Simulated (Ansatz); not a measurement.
A: Y₃Al₃NiGe₂ (space group P-62m), a = b = 6.931 Å, c = 4.166 Å, α = β = 90.00°, γ = 120.00°
B: Ni3(PbS)2 (space group R-3m), a = b = 5.634 Å, c = 13.579 Å, α = β = 90.00°, γ = 120.00°
C: TaSiAs (space group P4/nmm), a = b = 3.5017 Å, c = 7.8716 Å, α = β = γ = 90.00°

Scan: energy against volume (even scaling of the relaxed cell, symmetry kept). One method and one kind of scan serve all of them; meshes and ranges differ. All were relaxed with their symmetry unable to fall. At this level the bands of Ni3(PbS)2 touch or barely overlap. Ni3(PbS)2 is run without spin polarisation. Spin-orbit coupling is left out. TaSiAs is run without spin polarisation. Y3Al3NiGe2 is run without spin polarisation.

Order them by bulk modulus at fixed cell shape (fitted) (highest first) at the level r2SCAN (plane waves to 500 eV, PAW, scalar-relativistic; Ansatz, an electronic-structure program).

C (167 GPa), A (92.8 GPa), B (68.8 GPa)

(A scan under strain: stresses follow from slopes of the energy per volume, elastic moduli from its curvatures.)
